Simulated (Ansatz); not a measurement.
NbB2 in space group P6/mmm (No. 191; Nb on 1a, B on 2d) at seven volumes, PBEsol (plane waves, PAW; program Ansatz), shape and atoms relaxed at each. One row is withheld.

| V (Å³/atom) | P (GPa) |
|---|---|
| 8.280 | 34.28 |
| 8.553 | 21.08 |
| 8.826 | 9.73 |
| 9.099 | -0.01 |
| 9.372 | -8.40 |
| 9.645 | -15.62 |
| 9.918 | ? |

Task: Fit the shown pressures and predict the withheld one.

Result: P = (3/2)B₀(x^(7/2) − x^(5/2))[1 + (3/4)(B′ − 4)(x − 1)] with x = (V₀/V)^(2/3). Least squares on the six rows gives V₀ = 9.099 Å³/atom, B₀ = 301 GPa, B′ = 4.00. At V = 9.918, x = 0.9442 and P = -21.84 GPa. The run itself gave -21.82 GPa.

The first step of the workflow began from a Materials Project structure, measured or hypothetical; the Crystallography Open Database files this formula in space group No. 191, but the cells were not matched. Its standing as an ambient phase is unchecked. The cell was relaxed with PBEsol under the symmetry of its start; of distortions, only those at the zone centre were tested. The run is not spin-polarised.

Potentials: the later of the program's two PAW sets.
